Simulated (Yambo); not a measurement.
A G0W0@LDA run in Yambo for SiO2 (α-quartz, space group P3_221, No. 154) (3×3×4 Γ-centred k mesh, 213 bands and a 8 Ry block in the screening, 213 bands in G with the Bruneval-Gonze terminator, plasmon pole fitted at 27.2 eV) gives these matrix elements, in eV, at the band edges (K → Γ):

```json
[
 {"state": "valence edge", "E0": "0.000", "<Vxc>": "-19.820", "<Σx>": "-25.796", "<Σc(E0)>": "3.794", "Z": "0.817"},
 {"state": "conduction edge", "E0": "5.757", "<Vxc>": "-11.383", "<Σx>": "-6.601", "<Σc(E0)>": "-3.264", "Z": "0.869"}
]
```

Question: Solve the linearised quasiparticle equation for both states, give the gap, and say how exchange and correlation each act on it.

Answer: E = E0 + Z(Σx + Σc − Vxc). Valence: 0.000 + 0.817 × (-25.796 + (3.794) − (-19.820)) = -1.78 eV. Conduction: 5.757 + 0.869 × (-6.601 + (-3.264) − (-11.383)) = 7.08 eV. The gap is 8.86 eV, against 5.76 eV in LDA. Replacing Vxc by bare exchange alone would open it by 10.76 eV; correlation takes back 7.06 eV of that, and Z scales what is left. Nearest settings tried, and what they do to the gap: 80 bands in W, 80 bands in G: +92 meV. Not varied: block, mesh. So the settings aren't converged at that level. 

Geometry of the Materials Project entry, not relaxed at this level; primitive cell a = b = 4.917 Å, c = 5.432 Å, α = β = 90.00°, γ = 120.00°.
